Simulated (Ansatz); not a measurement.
Os (hcp, Mg type)

Space group P6₃/mmc (No. 194); a = b = 2.738 Å, c = 4.316 Å, α = β = 90.00°, γ = 120.00°

| atom | site | symmetry | x | y | z |
|---|---|---|---|---|---|
| Os | 2d | -6m2 | 0.6667 | 0.3333 | 0.2500 |

Equation-of-state scan: isotropic scaling of the cell above, V₀ being its volume. Symmetry pins the atoms to their sites.

All values below come from r2SCAN (plane waves to 500 eV, PAW, scalar-relativistic; Ansatz, a program for electronic structure). k mesh 19×19×11 (Γ-centred), Fermi-Dirac smearing 0.05 eV. E stands for the smeared free energy. Stress and pressure are positive under compression. Os is run without spin polarisation. Os was relaxed with its symmetry unable to fall. Spin-orbit coupling is left out, though Os is heavy. The zero of ΔE is the relaxed starting cell.

```csv
V (Å³/atom),ΔE (eV/atom),P (GPa)
12.612,?,57.9
12.963,?,40.2
13.313,0.052,24.8
13.663,0.012,11.5
14.014,0.000,0.0
14.364,0.011,-10.0
14.714,?,-18.6
15.065,?,-26.1
15.415,0.156,-32.5
```

### Question
What belongs in the gaps?

### Answer

- 12.612, ΔE (eV/atom): 0.229
- 12.963, ΔE (eV/atom): 0.122
- 14.714, ΔE (eV/atom): 0.043
- 15.065, ΔE (eV/atom): 0.092

(Under strain, the slope of the energy per volume gives the stress and its curvature an elastic modulus.)
